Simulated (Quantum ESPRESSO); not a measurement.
# MgAl3N3O: convergence and cost over cutoff and k mesh

Simulated, not a measurement. The program is pw.x of Quantum ESPRESSO 7.5 (plane-wave density functional theory). The cell is made up: 8 atoms on a rocksalt lattice, with randomly drawn elements, strain and displacements, not relaxed. PseudoDojo standard norm-conserving files (v0.5 for PBE, v0.4.1 for LDA and PBEsol) set the functional; there is no spin polarisation, spin-orbit coupling or dispersion term, and the masses in the input are unused placeholders.

Input of the run in row 2:

```
&control calculation='scf', pseudo_dir='./dojo.nc.sr.pbe.v0_5.standard.upf', outdir='./o', disk_io='medium', tprnfor=.true., tstress=.true. /
&system ibrav=0, nat=8, ntyp=4, nbnd=26, ecutwfc=84.00895049, nosym=.true., tot_charge=0,
 occupations='smearing', smearing='fd', degauss=0.0018374661
/
&electrons conv_thr=7.350e-09, electron_maxstep=60, /
ATOMIC_SPECIES
Al 1.0 Al.upf
Mg 1.0 Mg.upf
N 1.0 N.upf
O 1.0 O.upf
CELL_PARAMETERS angstrom
4.2676 0.0 0.0
0.0 4.2676 0.0
0.0 0.0 4.2676
ATOMIC_POSITIONS angstrom
Mg 0.0181 0.029 -0.0433
Al 0.0124 2.051 2.1214
Al 2.1707 0.0823 2.1604
Al 2.1473 2.1549 -0.0068
N 2.1168 0.0468 -0.0018
N 2.1394 2.0827 2.1282
O 4.2462 0.0431 2.1664
N 4.2205 2.1586 -0.0088
K_POINTS automatic
4 4 4 1 1 1
```

The same cell was run at these settings. Meshes are shifted by half a step, and differences are from the last row, which is itself not exact.

```
cutoff (eV)     k mesh  k points solved  threshold (eV)  free energy less the last row's (eV)  pressure (GPa)  largest stress difference (GPa)  largest force difference (eV/Å)  iterations  wall time (s)  k-point pools              processor
        800  2 x 2 x 2                4           1e-04                                 1.287          -34.73                            16.92                            0.084           8             16              1  AMD EPYC, Zen 5 class
       1143  4 x 4 x 4               32           1e-07                                 0.003          -17.86                             0.01                            0.002          12            156              1  AMD EPYC, Zen 5 class
       1437  6 x 6 x 6              108           1e-07                                 0.000          -17.86                             0.00                            0.000          12            705              1  AMD EPYC, Zen 5 class
```

Each pool is one process. Wall times include start-up and a band step at six k points, which weighs most on the coarsest meshes. The runs were on shared virtual cores whose load varied, so times are rough.